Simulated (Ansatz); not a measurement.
## Property card for Al

Al:
```yaml
crystal:
  lattice:
    - [2.81878, 0.00000, 0.00000]
    - [-1.40939, 2.44113, 0.00000]
    - [0.00000, 0.00000, 9.17894]
  atoms:
    - { symbol: Al, position: [0.00000, 0.00000, 0.00000] }
    - { symbol: Al, position: [0.00000, 0.00000, 0.50000] }
    - { symbol: Al, position: [0.33333, 0.66667, 0.25000] }
    - { symbol: Al, position: [0.66667, 0.33333, 0.75000] }
```

Space group P6_3/mmc (No. 194), dhcp (α-La type); conventional cell a = 2.819 Å, b = 2.819 Å, c = 9.179 Å, α = 90.00°, β = 90.00°, γ = 120.00°.

Method: plane-wave PAW r²SCAN+D4 (Ansatz code). The cell and atoms are relaxed at this level. Other levels are named where they apply.

**Cell and energy**

- Volume per atom = 15.79 Å³
- Density = 2.84 g/cm³

**Electronic structure**

- Electronic character = metallic (no gap)
- Density of states at the Fermi level = 0.33 states/eV per atom (mean over ±0.08 eV)

**Mechanics**

Bulk modulus (Birch–Murnaghan fit): 934 kbar
Pressure derivative B′: 4.3
Elastic constants (relaxed ions, GPa): C11 = 158, C12 = 67.1, C13 = 55.4, C33 = 173, C44 = 41.6
Mechanical stability: stable (all eigenvalues of C positive)
Hill bulk and shear moduli: 94.0 and 46.2 GPa
Young's modulus: 119 GPa
Poisson's ratio: 0.29
Debye temperature from the elastic constants: 534 K

The first step of the workflow began from a Materials Project structure, measured or hypothetical; the Crystallography Open Database copy checked does not list it. It is not the phase usual at ambient conditions (space group No. 225). Symmetry was held in the r²SCAN+D4 relaxation; whether a distortion lowers the energy is not shown. The pairwise dispersion correction was not fitted to metals. As this level gives no gap, shear constants depend on the k-mesh and smearing (Fermi–Dirac, 0.1 eV here). Axis ratios of metals converge slowly with the k-mesh, so a and c are less sure than the volume. On the denser mesh and wider smearing of the elastic run this cell carries a stress of 0.5 GPa.

Potentials: the later of the program's two PAW sets.
